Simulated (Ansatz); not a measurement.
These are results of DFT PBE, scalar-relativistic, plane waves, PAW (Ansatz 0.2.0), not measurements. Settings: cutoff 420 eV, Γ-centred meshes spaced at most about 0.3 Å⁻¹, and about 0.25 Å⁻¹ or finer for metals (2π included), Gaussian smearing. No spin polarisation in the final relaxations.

These are static total energies at zero pressure.

Two forms of Cd3SeS2 were relaxed alike.

A.

```
CELL_PARAMETERS angstrom
6.66472 0.00000 0.00000
-3.33236 5.77182 0.00000
0.00000 0.00000 3.73048
ATOMIC_POSITIONS crystal
Cd 0.50000 0.00000 0.50000
Cd 0.00000 0.50000 0.50000
Cd 0.50000 0.50000 0.50000
Se 0.00000 0.00000 0.50000
S 0.33333 0.66667 0.00000
S 0.66667 0.33333 0.00000
```

B.

```
CELL_PARAMETERS angstrom
3.87445 0.00000 0.00000
0.00000 3.87445 0.00000
0.00000 0.00000 9.53192
ATOMIC_POSITIONS crystal
Cd 0.00000 0.00000 0.00000
Cd 0.00000 0.00000 0.35111
Cd 0.00000 0.00000 0.64889
Se 0.50000 0.50000 0.00000
S 0.50000 0.50000 0.72601
S 0.50000 0.50000 0.27399
```

Question: Which would you expect to be lower, and how large is the difference?

Answer: A is lower, by 108 meV/atom. A has space group P6/mmm (No. 191), 23.9 Å³/atom and no gap on its mesh; B has space group P4/mmm (No. 123), 23.8 Å³/atom and no gap. Counting S or Se atoms around Cd (for each partner element, those within 1.25 times its shortest distance or 1.15 times the sum of covalent radii, where it is the nearest in units of that sum or under 1.3; a plus sign parts groups by distance over the sum of covalent radii), A has Cd 4+2 and B has Cd 4. In A, around Cd lie 4 S at 2.68 Å, 2 Se at 3.33 Å and 4 Cd at 3.33 Å; around Se lie 6 Cd at 3.33 Å and 2 Se at 3.73 Å; S is surrounded by 6 Cd at 2.68 Å. In B, around Cd on a site of symmetry 4/mmm lie 4 Se at 2.74 Å; Se has 2 S at 2.61 Å and 4 Cd at 2.74 Å; around S lie 1 Se at 2.61 Å and 4 Cd at 2.84 Å; 1 more site not described. Both come from invented guesses. A third cell relaxed alike, in P-4m2, lies 35 meV/atom below the lower of the two.

Cells relaxed within their symmetry can be saddle points.
